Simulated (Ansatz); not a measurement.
Geometry optimisation in Ansatz: input, command and trajectory.

```yaml
crystal:
  lattice:
    - [4.1118762463, 0.0, 0.0]
    - [0.0, 4.1118762463, 0.0]
    - [0.0, 0.0, 4.1118762463]
  atoms:
    - { symbol: Si, position: [0.5, 0.5, 0.5] }
    - { symbol: Ag, position: [0.0, 0.0, 0.0] }
    - { symbol: Ru, position: [0.0, 0.5, 0.5] }
    - { symbol: Ru, position: [0.5, 0.0, 0.5] }
    - { symbol: Ru, position: [0.5, 0.5, 0.0] }
basis:
  ecutwfc: 420
kpoints:
  mp_grid: { grid: [4, 4, 4] }
hamiltonian:
  xc: pbe
scf:
  occupations: { method: gaussian, width: 0.1 }
  lower_state_search: "off"
output:
  forces: true
  stress: true
  eigenvalues: true
relax:
  adjacent_minimum: "off"
  f_tol: 0.04
  max_steps: 70
  cell: { stress_tol: 0.4 }
```

```bash
ansatz run input.yaml --threads 1 --pin off --max-ram 2560MiB --backend cpu --events-out ev --progress --plain --runs-dir out
```

Level of theory: DFT PBE, scalar-relativistic, plane waves, PAW in Ansatz.

Of 5 frames 5 are shown, positions in Å and forces in eV/Å; the SCF threshold varies from step to step. Steps run on the plane waves of an earlier cell, with a Pulay correction in the pressure. The basis is chosen afresh for the last frame, the zero of the energies, and at times for earlier ones too; energy and pressure can step there, also at an unchanged geometry. Here that happened at step 5 (-2 meV/atom, 0.3 GPa); frames between the last choice of the basis and such a step carry an error that grows, as the cell changes, to that size.

```xyz
5
Lattice="4.1119 0.0000 0.0000 0.0000 4.1119 0.0000 0.0000 0.0000 4.1119" Properties=species:S:1:pos:R:3:forces:R:3 pbc="T T T" step=1 free_energy_over_end_meV_per_atom=376.32 pressure_GPa=46.38
Si    2.0559    2.0559    2.0559    0.0000    0.0000    0.0000
Ag    0.0000    0.0000    0.0000    0.0000    0.0000    0.0000
Ru    0.0000    2.0559    2.0559    0.0000    0.0000    0.0000
Ru    2.0559    0.0000    2.0559    0.0000    0.0000    0.0000
Ru    2.0559    2.0559    0.0000    0.0000    0.0000    0.0000
5
Lattice="4.3123 0.0000 0.0000 0.0000 4.3123 0.0000 0.0000 0.0000 4.3123" Properties=species:S:1:pos:R:3:forces:R:3 pbc="T T T" step=2 free_energy_over_end_meV_per_atom=30.23 pressure_GPa=9.89
Si    2.1562    2.1562    2.1562    0.0000    0.0000    0.0000
Ag    0.0000    0.0000    0.0000    0.0000    0.0000    0.0000
Ru    0.0000    2.1562    2.1562    0.0000    0.0000    0.0000
Ru    2.1562    0.0000    2.1562    0.0000    0.0000    0.0000
Ru    2.1562    2.1562    0.0000    0.0000    0.0000    0.0000
5
Lattice="4.3738 0.0000 0.0000 0.0000 4.3738 0.0000 0.0000 0.0000 4.3738" Properties=species:S:1:pos:R:3:forces:R:3 pbc="T T T" step=3 free_energy_over_end_meV_per_atom=4.26 pressure_GPa=2.46
Si    2.1869    2.1869    2.1869    0.0000    0.0000    0.0000
Ag    0.0000    0.0000    0.0000    0.0000    0.0000    0.0000
Ru    0.0000    2.1869    2.1869    0.0000    0.0000    0.0000
Ru    2.1869    0.0000    2.1869    0.0000    0.0000    0.0000
Ru    2.1869    2.1869    0.0000    0.0000    0.0000    0.0000
5
Lattice="4.3989 0.0000 0.0000 0.0000 4.3989 0.0000 0.0000 0.0000 4.3989" Properties=species:S:1:pos:R:3:forces:R:3 pbc="T T T" step=4 free_energy_over_end_meV_per_atom=2.36 pressure_GPa=-0.20
Si    2.1994    2.1994    2.1994    0.0000    0.0000    0.0000
Ag    0.0000    0.0000    0.0000    0.0000    0.0000    0.0000
Ru    0.0000    2.1994    2.1994    0.0000    0.0000    0.0000
Ru    2.1994    0.0000    2.1994    0.0000    0.0000    0.0000
Ru    2.1994    2.1994    0.0000    0.0000    0.0000    0.0000
5
Lattice="4.3989 0.0000 0.0000 0.0000 4.3989 0.0000 0.0000 0.0000 4.3989" Properties=species:S:1:pos:R:3:forces:R:3 pbc="T T T" step=5 free_energy_over_end_meV_per_atom=0.00 pressure_GPa=0.09
Si    2.1994    2.1994    2.1994    0.0000    0.0000    0.0000
Ag    0.0000    0.0000    0.0000    0.0000    0.0000    0.0000
Ru    0.0000    2.1994    2.1994    0.0000    0.0000    0.0000
Ru    2.1994    0.0000    2.1994    0.0000    0.0000    0.0000
Ru    2.1994    2.1994    0.0000    0.0000    0.0000    0.0000
```

The start puts this composition into another compound's structure type, which needn't suit it. At the end the space group is Pm-3m (tolerance 0.05 Å).

It took 12 s on 1 thread of Arm Neoverse V1, with other jobs on the host, peak memory 0.36 GiB.

The k mesh is coarse.